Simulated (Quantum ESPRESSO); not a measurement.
# Kohn-Sham bands of ZrGa₃ (I4/mmm)

```xyz
4
Lattice="3.8862 0.0000 0.0000 0.0000 3.8862 0.0000 -1.9431 -1.9431 4.5503" Properties=species:S:1:pos:R:3 pbc="T T T"
Zr     0.0000     0.0000     0.0000
Ga    -1.9431     0.0000     2.2752
Ga     0.0000    -1.9431     2.2752
Ga     1.9431     1.9431     0.0000
```

Materials Project entry mp-30685; symmetrised, unrelaxed at this level. COD (Crystallography Open Database) has an entry of this formula and space group (matched by these alone). Method: PBEsol plane waves in Quantum ESPRESSO 7.5 (PseudoDojo norm-conserving files, 64 Ry, no spin polarisation, no spin-orbit coupling), Bloch states on a 6×6×6 mesh through Γ, Wannier90 4.0.1. Density: 12×12×12 mesh, cold smearing 0.01 Ry.

**Question.** List the Kohn-Sham levels between −8 and 3.0 eV relative to the Fermi level at the high-symmetry points, as a band run of pw.x on that density gives them (levels within 2 meV counted together).

**Answer.** 
| point | k (reciprocal lattice) | levels (eV) |
|---|---|---|
| Γ | 0.000 0.000 0.000 | -4.46, -2.74, -1.48, -1.34 (×2), -0.13, 1.86, 2.30 (×2) |
| X | 0.500 0.500 -0.500 | -6.79, -5.51, -5.43, -3.63, -2.57, -2.20, -1.32, 2.32 |
| P | 0.500 0.500 -0.250 | -6.73, -5.48 (×2), -4.21, -1.81 (×2), -1.53, 1.63 |
| N | 0.500 0.000 0.000 | -7.79, -7.63, -3.88, -3.83, -1.38, -0.48, 0.79, 2.69, 2.71, 2.78 |
| M | 0.000 0.000 0.500 | -2.48, -0.80 (×2), -0.19, 1.39 (×2), 1.90 |
| S | 0.409 0.000 0.296 | -7.76, -7.28, -5.88, -1.35, -1.14, -0.75, 0.94, 1.14, 2.36, 2.73 |
| S_0 | 0.591 0.000 -0.296 | -7.76, -7.28, -5.88, -1.35, -1.14, -0.75, 0.94, 1.14, 2.36, 2.73 |
| R | 0.591 0.409 -0.500 | -6.71, -6.31, -5.40, -3.20, -2.47, -1.76, -1.18, 1.90, 2.76 |
| G | 0.409 0.409 0.091 | -6.71, -6.31, -5.40, -3.20, -2.47, -1.76, -1.18, 1.90, 2.76 |
